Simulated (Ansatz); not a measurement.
This run works on a proposed trial structure, not on a known crystal.

Input and command of a plane-wave DFT calculation in Ansatz:

```yaml
crystal:
  lattice:
    - [-1.68367304, 2.38115823, 5.05101913]
    - [1.68367304, -2.38115823, 5.05101913]
    - [1.68367304, 2.38115823, -5.05101913]
  atoms:
    - { symbol: Zr, position: [0.0, 0.0, 0.0] }
    - { symbol: Hf, position: [0.6667, 0.6667, 0.0] }
    - { symbol: Hf, position: [0.3333, 0.3333, 0.0] }
    - { symbol: C, position: [0.8333, 0.3333, 0.5] }
    - { symbol: C, position: [0.1667, 0.6667, 0.5] }
    - { symbol: C, position: [0.5, 0.0, 0.5] }
basis:
  ecutwfc: 420
kpoints:
  mp_grid: { grid: [6, 6, 6] }
hamiltonian:
  xc: pbe
scf:
  occupations: { method: gaussian, width: 0.2 }
  lower_state_search: "off"
output:
  forces: true
  stress: true
  eigenvalues: true
relax:
  adjacent_minimum: "off"
  f_tol: 0.08
  max_steps: 16
  cell: { stress_tol: 0.8 }
```

```bash
ansatz run input.yaml --threads 1 --pin off --max-ram 2560MiB --backend cpu --events-out ev --progress --plain --runs-dir out
```

Processor: Arm Neoverse V1, 1 thread, on a host shared with other jobs.

Estimate time, memory and problem size.

About 63 s, peak memory 0.46 GiB. It solves 46 bands at 46 k points (after reduction by symmetry) with about 1539 plane waves (on the last cell), in 34 SCF iterations over 5 ionic steps.
